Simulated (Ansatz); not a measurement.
An Ansatz input and the part of its output that reports the observables at the nuclei.

The start is a computed structure from the Materials Project (it need not be an observed phase).

```yaml
crystal:
  lattice:
    - [7.26137832, 0.0, 0.0]
    - [0.0, 9.28459289, 0.0]
    - [0.0, 0.0, 6.4582236]
  atoms:
    - { symbol: "Y", position: [0.0382539, 0.25, 0.63074853] }
    - { symbol: "Y", position: [0.9617461, 0.75, 0.36925147] }
    - { symbol: "Y", position: [0.4617461, 0.75, 0.13074853] }
    - { symbol: "Y", position: [0.5382539, 0.25, 0.86925147] }
    - { symbol: "Y", position: [0.174094, 0.06460048, 0.17675846] }
    - { symbol: "Y", position: [0.825906, 0.93539952, 0.82324154] }
    - { symbol: "Y", position: [0.325906, 0.93539952, 0.67675846] }
    - { symbol: "Y", position: [0.825906, 0.56460048, 0.82324154] }
    - { symbol: "Y", position: [0.674094, 0.06460048, 0.32324154] }
    - { symbol: "Y", position: [0.174094, 0.43539952, 0.17675846] }
    - { symbol: "Y", position: [0.674094, 0.43539952, 0.32324154] }
    - { symbol: "Y", position: [0.325906, 0.56460048, 0.67675846] }
    - { symbol: Ir, position: [0.38516253, 0.25, 0.46145489] }
    - { symbol: Ir, position: [0.61483747, 0.75, 0.53854511] }
    - { symbol: Ir, position: [0.11483747, 0.75, 0.96145489] }
    - { symbol: Ir, position: [0.88516253, 0.25, 0.03854511] }
kpoints:
  mp_grid: { grid: [5, 4, 5] }
scf:
  occupations: { method: fermi_dirac, width: 0.05 }
hamiltonian:
  xc: pbe
  pseudopotentials: { kind: paw }
output:
  forces: true
  stress: true
  populations: true
  efg: { quadrupole_moments_barn: { Ir: 0.751 }, contact_densities: true }
relax:
  f_tol: 0.02
  max_steps: 60
```

```sh
ansatz run input.yaml --threads 1 --pin off --max-ram 3072MiB --backend cpu --events-out ev --progress --plain --runs-dir out
```

The run relaxes the ions first, and the block belongs to the relaxed positions.

Of the output, the block on the nuclei alone is shown; the set-up, the SCF iterations, energies, forces and stress are cut. One atom of each set with nearly equal values is shown.

```
--- PAW observables at the nuclei: V_zz in 10²¹ V/m², potentials from the cell's mean, atoms counted from 1 ---
  atom   1  Y  V_zz =    -7.605901   η = 0.5290   by run symmetry: allowed
            electrostatic potential = -5717.618211 V   contact ρ = 443908.097611 e/Å³
  atom   5  Y  V_zz =    -5.706339   η = 0.9928   by run symmetry: allowed
            electrostatic potential = -5717.565288 V   contact ρ = 443909.479122 e/Å³
  atom  13  Ir V_zz =   +16.675412   η = 0.4663   by run symmetry: allowed   C_q = +302.8105 MHz
            electrostatic potential = -15781.288376 V   contact ρ = 11166355.233241 e/Å³
```

The relaxation (4 steps) took 91 s of wall time (91 s of CPU time) and 1.5 GiB at its peak, on 1 thread of AMD EPYC 9R45 96-Core Processor (Zen 5) (x86_64; 32 cores open to the job, memory cap 3.0 GiB, no GPU), a shared host with a load of 0.4 a core.

With no gap above 0.1 eV, as in a metal, the gradients converge slowly in k; expect changes of a tenth or more on a denser mesh. Spin–orbit coupling is left out, which shifts gradients on Ir by a few per cent in wide-gap crystals, and can shift them far more where the calculated gap is small or absent, as here.
